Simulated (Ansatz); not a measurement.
Sc2C:
Space group P-3m1 (No. 164); a = b = 3.3225 Å, c = 5.6601 Å, α = β = 90.00°, γ = 120.00°

| atom | site | symmetry | x | y | z |
|---|---|---|---|---|---|
| Sc | 2d | 3m. | 0.3333 | 0.6667 | 0.2827 |
| C | 1b | -3m. | 0.0000 | 0.0000 | 0.5000 |

Relaxed at zero pressure with plane-wave PAW r²SCAN (Ansatz code).

The volume is raised by 9 % and shape and atoms relax at that volume. What pressure results, and how do the axes share the change?

-5.3 GPa; a 2.2 %, b 2.2 %, c 4.3 %; the energy rises by 29 meV/atom.

Give the new structure.


Space group P-3m1 (No. 164); a = 3.3962 Å, b = 3.3962 Å, c = 5.9046 Å, α = 90.00°, β = 90.00°, γ = 120.00°

| atom | site | symmetry | x | y | z |
|---|---|---|---|---|---|
| Sc | 2d | 3m. | 0.3333 | 0.6667 | 0.2927 |
| C | 1b | -3m. | 0.0000 | 0.0000 | 0.5000 |

The phase is kept; no other phase was compared at this pressure.

The first step of the workflow began from a Materials Project structure, measured or hypothetical; the Crystallography Open Database copy checked does not list it. Its standing as an ambient phase is unchecked. The r²SCAN relaxation kept the symmetry of its start. At this level the phase is mechanically unstable. The run is not spin-polarised.

Potentials: the later of the program's two PAW sets.
